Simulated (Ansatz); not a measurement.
Method: Ansatz 0.2.0, DFT PBE, scalar-relativistic, plane waves, PAW, and for the lanthanide a 4f-in-core norm-conserving potential. Settings: cutoff 770 eV, Γ-centred meshes spaced at most about 0.3 Å⁻¹, and about 0.25 Å⁻¹ or finer for metals (2π included), Gaussian smearing. No spin polarisation in the final relaxations.

All energies are static (0 K, no zero-point motion).

Compare these two cells of Er3RuC, each relaxed at this level.

1.

```xyz
10
Lattice="6.7316 0.0000 0.0000 -3.3658 5.8297 0.0000 0.0000 0.0000 5.1084" Properties=species:S:1:pos:R:3 pbc="T T T"
Er    0.0000    1.9969    1.2771
Er    5.0023    0.9984    3.8313
Er    1.6365    4.8313    1.2771
Er    3.3658    3.8329    3.8313
Er   -1.6365    4.8313    1.2771
Er    1.7293    0.9984    3.8313
Ru    0.0000    3.8865    3.8313
Ru    3.3658    1.9432    1.2771
C     0.0000    0.0000    0.0000
C     0.0000    0.0000    2.5542
```

2.

```xyz
5
Lattice="4.7104 0.0000 0.0000 0.0000 4.7104 0.0000 0.0000 0.0000 4.7104" Properties=species:S:1:pos:R:3 pbc="T T T"
Er    2.3552    2.3552    0.0000
Er    0.0000    2.3552    2.3552
Er    2.3552    0.0000    2.3552
Ru    0.0000    0.0000    0.0000
C     2.3552    2.3552    2.3552
```

Problem. Which form is favoured at zero pressure, and by what margin per atom?

Solution. Cell 2 is lower, by 10 meV/atom. Cell 1 has space group P6_3/mmc (No. 194), 20.0 Å³/atom and no gap on its mesh; cell 2 has the antiperovskite type, space group Pm-3m (No. 221), 20.9 Å³/atom and no gap. The lower one is the more open, so pressure narrows the difference. In cell 1, Er is surrounded by 2 C at 2.37 Å, 4 Ru at 3.18–3.37 Å and 8 Er at 3.24–3.46 Å; around Ru lie 12 Er at 3.18–3.37 Å; C has 6 Er at 2.37 Å and 2 C at 2.55 Å. In cell 2, Er has 2 C at 2.36 Å, 4 Ru at 3.33 Å and 8 Er at 3.33 Å; around Ru lie 12 Er at 3.33 Å; C is surrounded by 6 Er at 2.36 Å. Both come from invented guesses.

The k mesh leaves some 4 meV/atom of noise in the energy of each metallic cell. Cells relaxed within their symmetry can be saddle points.

The lanthanide is trivalent by construction, without f bands, f moments or other valences.
